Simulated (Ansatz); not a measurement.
C:
```
C
1.0
    2.50781     0.00000     0.00000
   -1.25390     2.17183     0.00000
    0.00000     0.00000    12.36866
C
12
Direct
  0.66667   0.33333   0.35492
  0.33333   0.66667   0.64508
  0.33333   0.66667   0.85492
  0.66667   0.33333   0.14508
  0.66667   0.33333   0.02077
  0.33333   0.66667   0.97923
  0.33333   0.66667   0.52077
  0.66667   0.33333   0.47923
  0.00000   0.00000   0.68686
  0.00000   0.00000   0.31314
  0.00000   0.00000   0.18686
  0.00000   0.00000   0.81314
```

Relaxed with PBEsol. Special points in fractions of this cell's reciprocal vectors: Γ (0.000, 0.000, 0.000); M (0.500, 0.000, 0.000); K (0.333, 0.333, 0.000); A (0.000, 0.000, 0.500); L (0.500, 0.000, 0.500); H (0.333, 0.333, 0.500).

List the band energies nearest the valence-band maximum at these points for PBEsol in the plane-wave PAW code Ansatz.

In eV from the valence-band maximum; about four levels below and three above (degenerate sets whole), none deeper than 8.9 eV; points with the same levels are listed once.

| k | below | above |
|---|---|---|
| Γ | -1.00 -1.00 -0.16 0.00 0.00 | 5.36 5.36 5.48 |
| M | -4.15 -4.10 -3.69 -2.96 | 4.51 5.11 5.16 |
| K | -6.09 -4.84 -4.70 -4.70 | 5.41 5.41 5.99 |
| A | -0.33 -0.33 -0.33 -0.33 | 5.75 5.75 5.75 5.75 |
| L | -3.84 -3.84 -3.30 -3.30 | 4.67 4.67 5.74 5.74 |
| H | -5.37 -5.37 -4.92 -4.92 | 5.63 5.63 6.86 6.86 |

Space group P6_3/mmc. The first step of the workflow began from a Materials Project structure, measured or hypothetical. Its sites differ from those of the usual phase in this space group: another stacking or structure type. Symmetry was held in the PBEsol relaxation; whether a distortion lowers the energy is not shown.

Potentials: the later of the program's two PAW sets.
